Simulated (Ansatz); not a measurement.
**Mg2Sc3TiS8: checking a database structure before trusting its electric field gradients**

The cell is a Materials Project structure (computed, not necessarily an observed phase).

Space group R-3m:H (No. 166); a = 7.5394, c = 18.1989 Å, γ = 120.00°.

| site | Wyckoff | site symmetry | x | y | z |
| --- | --- | --- | --- | --- | --- |
| Mg | 6c | 3m | 0.0000 | 0.0000 | 0.1247 |
| Sc | 9e | .2/m | 0.6667 | 0.8333 | 0.3333 |
| Ti | 3b | -3m | 0.0000 | 0.0000 | 0.5000 |
| S7 | 18h | .m | 0.3080 | 0.1540 | 0.4172 |
| S9 | 6c | 3m | 0.0000 | 0.0000 | 0.7418 |

One atom of each set is listed; the run and its k-mesh use a cell of 14 atoms with edges of 7.47, 7.47, 7.47 Å.

Computed with Ansatz: DFT, PBE, plane waves and PAW, scalar-relativistic, collinear spin, 420 eV cutoff, Γ-centred 5×5×5 k-points, Fermi–Dirac smearing 0.02 eV. Start moments as typed (μB): 1 on each Ti, none on the rest.

**Question.** Do the atoms and the cell lie near the calculated equilibrium?

**Answer.** Yes. The largest force is 0.026 eV/Å, on atom 10 (S: 1 Mg at 2.46 Å, 1 Ti at 2.51 Å, 2 Sc at 2.60 Å), and the pressure is 0.1 GPa.
